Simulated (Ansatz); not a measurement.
Below is a relaxed structure of Sn2TeS. The cell was found from a structure generator's guess, not taken from experiment.

All numbers below come from DFT PBE, scalar-relativistic, plane waves, PAW (Ansatz 0.2.0). Cutoff 420 eV, Γ-centred mesh, Gaussian smearing, no spin polarisation.

```
CELL_PARAMETERS angstrom
4.26771 0.00000 0.00000
-2.13386 3.69595 0.00000
0.00000 0.00000 15.49816
ATOMIC_POSITIONS crystal
Sn 0.33333 0.66667 0.61984
Sn 0.66667 0.33333 0.11984
Sn 0.66667 0.33333 0.35217
Sn 0.33333 0.66667 0.85217
Te 0.00000 0.00000 0.00807
Te 0.00000 0.00000 0.50807
S 0.33333 0.66667 0.26993
S 0.66667 0.33333 0.76993
```

The zero of energy is the elements' standard structures at the same level; no fitted shifts are applied. The references include grey tin.

Problem. What space group does it have?

Solution. P6_3mc (No. 186). Conventional cell: a = 4.268 Å, c = 15.498 Å. Sn on its first site has 3 Te at 3.01 Å, 3 S at 3.39 Å and 1 Sn at 3.60 Å; Sn on its second site has 3 S at 2.77 Å, 3 Te at 3.45 Å and 1 Sn at 3.60 Å; Te has 3 Sn at 3.01 Å and 3 Sn at 3.45 Å; S has 3 Sn at 2.77 Å and 3 Sn at 3.39 Å.

Problem. What is its formation energy per atom?

Solution. −0.304 eV/atom. A negative formation energy is needed for stability but isn't enough: competing phases decide.

Problem. Is it a metal?

Solution. No, the gap on the 12×12×4 mesh is 0.08 eV.

The last run used a 12×12×4 mesh (in the run's order of axes) for its 8-atom cell and Gaussian smearing of 0.01 eV. These runs have no spin–orbit coupling, which can matter for Te. Kohn–Sham gaps at this level usually fall short of measured ones. The missing spin–orbit coupling can work the other way here. The reference forms of S and Te are held partly by dispersion forces, which this level lacks. Small gaps are read on the mesh alone, and bands can cross between its points. This cell was reached by moving the atoms of another relaxed cell at random and relaxing again, last within the group found; it had no such test of its own.
